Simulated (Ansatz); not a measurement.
ZrN (NiAs type, space group No. 194) at seven volumes, PBEsol in the plane-wave PAW code Ansatz, shape and atoms relaxed at each. One row is withheld.

```
V (Å³/atom)  P (GPa)
-----------  -------
10.724         30.37
11.078         18.63
11.431          8.59
11.785          0.00
12.138         -7.35
12.492             ?
12.845        -18.99
```

Fit the shown pressures and predict the withheld one.

P = (3/2)B₀(x^(7/2) − x^(5/2))[1 + (3/4)(B′ − 4)(x − 1)] with x = (V₀/V)^(2/3). Least squares on the six rows gives V₀ = 11.785 Å³/atom, B₀ = 264 GPa, B′ = 4.19. At V = 12.492, x = 0.9619 and P = -13.62 GPa. The run itself gave -13.63 GPa.

Space group P6_3/mmc (NiAs type). The workflow started from a Materials Project entry (that database holds measured and hypothetical structures alike); the Crystallography Open Database copy checked does not list it. It is not the phase usual at ambient conditions (space group No. 225). The PBEsol relaxation kept the symmetry of its start; of distortions, only those at the zone centre were tested. No spin polarisation was allowed.

Potentials: the later of the program's two PAW sets.
